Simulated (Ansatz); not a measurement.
**HgTe, first-principles data**

HgTe:
```
CELL_PARAMETERS angstrom
      4.43469     0.00000     0.00000
     -2.21734     3.84055     0.00000
      0.00000     0.00000    10.06413
ATOMIC_POSITIONS crystal
  Hg 0.64279 0.64279 0.00000
  Hg 0.35721 0.00000 0.66667
  Hg 0.00000 0.35721 0.33333
  Te 0.54963 0.54963 0.50000
  Te 0.45037 0.00000 0.16667
  Te 0.00000 0.45037 0.83333
```

Space group P3_221 (No. 154); conventional cell a = b = 4.4347 Å, c = 10.0641 Å, α = β = 90.00°, γ = 120.00°.

Method: plane-wave PAW LDA (Ansatz code). Geometry: relaxed at this level of theory. Other levels are named where they apply.

**Cell and energy**

```json
{
  "volume_per_atom": "28.57 Å³",
  "density": "9.54 g/cm³",
  "Formation energy from the elements (no fitted shifts)": "-94 meV/atom"
}
```

**Electronic structure**

```json
{
 "band_gap": "0.34 eV (indirect)",
 "valence_band_maximum": "at A",
 "conduction_band_minimum": "at M (3 equivalent valleys)",
 "smallest_direct_gap_on_the_standard_path": "0.58 eV",
 "electron_effective_mass": "0.12, 0.59, 2.8 mₑ (principal values)",
 "hole_effective_mass": "0.80, 0.80, 1.2 mₑ (principal values)"
}
```

**Phonons**

```json
{
 "Highest zone-centre frequency (without LO–TO term)": "168 cm⁻¹",
 "zone_centre_stability": "no imaginary mode at Γ"
}
```

The workflow started from a Materials Project entry (that database holds measured and hypothetical structures alike); the Crystallography Open Database copy checked does not list it. It is not the phase usual at ambient conditions (space group No. 216). The cell was relaxed with LDA under the symmetry of its start. The references are the lowest solids computed at this level, not always the standard phases. Spin–orbit coupling is left out wherever it is not named.

Potentials: the later of the program's two PAW sets.
